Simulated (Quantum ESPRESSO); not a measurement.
## Li4Ta4 in 6 site orders

Calculated results; nothing here was measured. They come from Quantum ESPRESSO 7.5, a public plane-wave density functional program. Each row is one single-point run on a made-up periodic cell of eight metal atoms, with elements, volume, strain and displacements drawn at random and not relaxed, so a cell may be unstable or far from any real phase. There is no spin polarisation or spin-orbit coupling.

Settings: PBE unless stated; PseudoDojo standard norm-conserving files; Fermi-Dirac width 0.25 eV, which means electrons at about 2900 K; cutoff 1007 eV; 8 x 5 x 2 k mesh shifted half a step off Gamma. E is the free energy of the whole cell (internal energy minus TS), so a -TS column is already part of it. Stress is positive in tension, and the pressure P is minus a third of its trace.

Checks: one run of this series was repeated at a higher cutoff and on a denser mesh, which moved values by no more than 0.002 eV, 0.03 GPa and 0.009 eV/Å, and a second program with other atomic files agreed on it to 2 % rms in force and 0.5 GPa in pressure. Known limits: heavy elements are run without spin-orbit coupling, which real alloys of them have; a spin test at this wide smearing found no moment, but such smearing suppresses magnetism that the real alloy may have.

The lattice is hexagonal close-packed, and the cell vectors in Å are (-3.050, 0.007, -0.035); (-0.054, -0.080, -4.848); (0.025, -10.524, -0.177), a volume of 155.55 Å³. The runs put one composition on the same eight displaced sites in different orders. E is counted from run 1, and the rms force is over all 24 components. Nothing is relaxed, so E mixes bonding between neighbours with strain on unrelaxed sites, and it is not an ordering energy.

| run | elements on sites 1 to 8 | E (eV) | -TS (eV) | rms force (eV/Å) | largest force (eV/Å) | P (GPa) |
|---|---|---|---|---|---|---|
| 1 | Li Li Ta Li Li Ta Ta Ta | 0.000 | -1.707 | 0.345 | 1.37 | -9.60 |
| 2 | Ta Li Li Li Li Ta Ta Ta | -1.231 | -1.619 | 0.330 | 1.20 | ? |
| 3 | Ta Li Li Ta Li Li Ta Ta | -1.499 | -1.568 | 0.451 | 1.65 | -7.43 |
| 4 | Li Ta Li Li Ta Ta Li Ta | -1.390 | -1.549 | 0.441 | 1.46 | -7.01 |
| 5 | Li Ta Li Ta Ta Ta Li Li | -0.527 | -1.668 | 0.468 | 1.72 | -8.39 |
| 6 | Li Ta Li Ta Li Ta Li Ta | -2.863 | -1.517 | 0.298 | 1.10 | -4.43 |

## Worked fit

A straight line through the runs shown gives P = -9.56 - 1.74 E GPa with E in eV, an error of 0.15 on the slope and a scatter of 0.33 GPa. At this fixed volume the orders of higher energy tend to have the lower pressure.

## Withheld value

Question: what pressure should run 2 give?

The fit gives -7.42 ± 0.37 GPa. The calculation gave -8.10 GPa.
